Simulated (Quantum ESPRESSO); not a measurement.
Inputs of pw.x and gipaw.x (a modified build of Quantum ESPRESSO, PBE) for KMgF$_{3}$; the starting potential comes from an earlier run on another mesh:

```
&CONTROL
  calculation = 'scf'
  prefix = 'x'
  pseudo_dir = './pseudo'
  outdir = './out'
  tprnfor = .true.
/
&SYSTEM
  ibrav = 0
  nat = 5
  ntyp = 3
  ecutwfc = 45
  ecutrho = 180
  occupations = 'fixed'
  nbnd = 20
/
&ELECTRONS
  conv_thr = 1e-11
  startingpot = 'file'
/
ATOMIC_SPECIES
K 39.098 K.GGA_PBE-JTH.UPF
Mg 24.305 Mg.GGA_PBE-JTH.UPF
F 18.998 F.GGA_PBE-JTH.UPF
CELL_PARAMETERS angstrom
    3.978470000000     0.000000000000     0.000000000000
    0.000000000000     3.978470000000     0.000000000000
    0.000000000000     0.000000000000     3.978470000000
ATOMIC_POSITIONS crystal
K      0.500000000000     0.500000000000     0.500000000000
Mg     0.000000000000     0.000000000000     0.000000000000
F      0.000000000000     0.500000000000     0.000000000000
F      0.500000000000     0.000000000000     0.000000000000
F      0.000000000000     0.000000000000     0.500000000000
K_POINTS automatic
4 4 4 1 1 1
```

```
&INPUTGIPAW
  job = 'nmr'
  prefix = 'x'
  tmp_dir = './out/'
  restart_mode = 'from_scratch'
  pawproj(1) = .true.
  pawproj(2) = .true.
  pawproj(3) = .true.
  use_nmr_macroscopic_shape = .false.
/
```

The cell comes from the Materials Project (a computed structure). It is KMgF3 in Pm-3m; whether this form has been observed was not checked. Stability against distortions was not tested.

Question: Give the final section of the GIPAW output.

Answer: 
```
     Total NMR chemical shifts in ppm: ---------------------------------------
     (adopting the Simpson convention for anisotropy and asymmetry)-----------

     Atom  1  K   pos: (  0.500000  0.500000  0.500000)  Total sigma:        1180.33
          1180.3302          0.0000         -0.0000
            -0.0000       1180.3302         -0.0000
             0.0000         -0.0000       1180.3302

     K       1    anisotropy:      0.00    eta:    0.0000
     K       1    sigma_11=   1180.33
     K       1    sigma_22=   1180.33
     K       1    sigma_33=   1180.33

     Atom  2  Mg  pos: (  0.000000  0.000000  0.000000)  Total sigma:         554.72
           554.7225         -0.0000          0.0000
             0.0000        554.7225          0.0000
            -0.0000          0.0000        554.7225

     Mg      2    anisotropy:      0.00    eta:    0.0000
     Mg      2    sigma_11=    554.72
     Mg      2    sigma_22=    554.72
     Mg      2    sigma_33=    554.72

     Atom  3  F   pos: (  0.000000  0.500000  0.000000)  Total sigma:         332.24
           330.8350          0.0000         -0.0000
             0.0000        335.0414         -0.0000
             0.0000         -0.0000        330.8350

     F       3    anisotropy:      4.21    eta:    0.0000
     F       3    sigma_11=    330.83
     F       3    sigma_22=    330.83
     F       3    sigma_33=    335.04

     Atom  4  F   pos: (  0.500000  0.000000  0.000000)  Total sigma:         332.24
           335.0414          0.0000         -0.0000
             0.0000        330.8350         -0.0000
             0.0000         -0.0000        330.8350

     F       4    anisotropy:      4.21    eta:    0.0000
     F       4    sigma_11=    330.83
     F       4    sigma_22=    330.83
     F       4    sigma_33=    335.04

     Atom  5  F   pos: (  0.000000  0.000000  0.500000)  Total sigma:         332.24
           330.8350          0.0000         -0.0000
            -0.0000        330.8350         -0.0000
             0.0000         -0.0000        335.0414

     F       5    anisotropy:      4.21    eta:    0.0000
     F       5    sigma_11=    330.83
     F       5    sigma_22=    330.83
     F       5    sigma_33=    335.04
```
The printed anisotropy is 3/2 (σ_33 − σ_iso) in the program's own order; the axes are left out here. Anisotropies that symmetry doesn't fix are less certain than the isotropic values. These are absolute shieldings with no macroscopic susceptibility term; δ = σ_ref − σ needs a reference computed alike. By our sweeps, such settings leave a few ppm in absolute σ. The datasets of Mg hold no d projectors, which limits absolute σ on these atoms.
